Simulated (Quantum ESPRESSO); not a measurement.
## Kohn-Sham bands of Sr2NCl (R-3m)

```
Sr2NCl
1.0
   -1.94655     3.37151     0.00000
   -3.89309     0.00000     0.00000
   -1.94655     1.12384     7.03882
Sr N Cl
2 1 1
Cartesian
 -1.94655   1.12384   2.17350
  1.94655  -1.12384  -2.17350
 -3.89309   2.24768   3.51941
  0.00000   0.00000   0.00000
```

Materials Project entry mp-23033; symmetrised, unrelaxed at this level. COD (Crystallography Open Database) has an entry of this formula and space group (matched by these alone). Level: PBEsol, no spin polarisation, no spin-orbit coupling; pw.x of Quantum ESPRESSO at 68 Ry with PseudoDojo potentials, 6×6×6 k-points, Wannier90. Density: 10×10×10 mesh, cold smearing 0.01 Ry.

**Question.** List the Kohn-Sham levels between −8 and 4.8 eV relative to the valence-band maximum at the high-symmetry points, as a band run of pw.x on that density gives them (levels within 2 meV counted together).

**Answer.** 
| point | k (reciprocal lattice) | levels (eV) |
|---|---|---|
| Γ | 0.000 0.000 0.000 | -4.93, -3.73 (×2), -0.91, -0.16 (×2), 1.91, 3.54, 4.32 (×2) |
| T | 0.000 0.000 0.500 | -4.82, -3.71 (×2), -1.41, -0.26 (×2), 2.98, 3.73, 4.46, 4.77 (×2) |
| H_2 | -0.316 -0.633 0.184 | -4.84, -4.70, -4.57, -0.50, -0.39, -0.06, 3.47, 3.58, 4.58, 4.81 |
| H_0 | -0.367 -0.684 -0.184 | -4.84, -4.70, -4.57, -0.50, -0.39, -0.06, 3.47, 3.58, 4.58, 4.81 |
| L | 0.000 -0.500 0.000 | -5.16, -4.58, -4.03, -1.11, -0.07, -0.06, 2.62, 3.61, 4.60 |
| S_0 | -0.342 -0.684 -0.342 | -4.81, -4.74, -4.57, -0.46, -0.42, -0.06, 3.49, 3.70, 4.43, 4.81 |
| S_2 | -0.342 -0.658 0.000 | -4.81, -4.74, -4.57, -0.46, -0.42, -0.06, 3.49, 3.70, 4.43, 4.81 |
| F | -0.500 -0.500 0.000 | -5.24, -4.61, -4.05, -0.81, -0.03, 0.00, 1.83, 3.92 |
